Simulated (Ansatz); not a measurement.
**Compressing Zr3Cd2: a fit and a missing row**

Zr3Cd2, P4/mmm, a = 5.502 Å, c = 5.091 Å. The structure is a COD entry; whether it is the stable form wasn't checked. Ansatz: PBEsol, PAW, 420 eV, Γ-centred 8×8×8 mesh on 5 atoms, Gaussian smearing 0.10 eV; no spin polarisation. Shape and atoms are relaxed at each volume; pressure is positive in compression.

| V (Å³/atom) | P (GPa) |
| --- | --- |
| 27.120 | ? |
| 28.045 | 5.50 |
| 28.969 | 3.34 |
| 29.894 | 1.53 |
| 30.818 | 0.00 |
| 31.743 | -1.27 |
| 32.668 | -2.34 |
| 33.900 | -3.50 |

Q: Take V0 = 30.818 Å³/atom, fit the third-order Birch–Murnaghan form to the other rows, and predict the missing pressure.

A: With the Eulerian strain f = ½[(V0/V)^(2/3) − 1] and y = P/[3f(1 + 2f)^(5/2)], the form is the line y = B0 + 1.5 B0 (B0′ − 4) f. Rows (f, y): 0.03244, 48.3; 0.02106, 47.7; 0.01025, 47.3; -0.00976, 45.6; -0.01906, 45.1; -0.03078, 44.4. Means f = 0.0006917, y = 46.400; Σ(Δf)² = 0.003004, ΣΔfΔy = 0.1924; the slope is their ratio. y = 46.36 + 64.04 f GPa, so B0 = 46.4 GPa and B0′ = 4 + 2 × (64.04)/(3 × 46.36) = 4.92. At V = 27.120, f = 0.04448, y = 49.21 and P = 8.13 GPa. The run gave 8.04 GPa, so the fit is 0.09 GPa too high, a small miss on the scale of the series.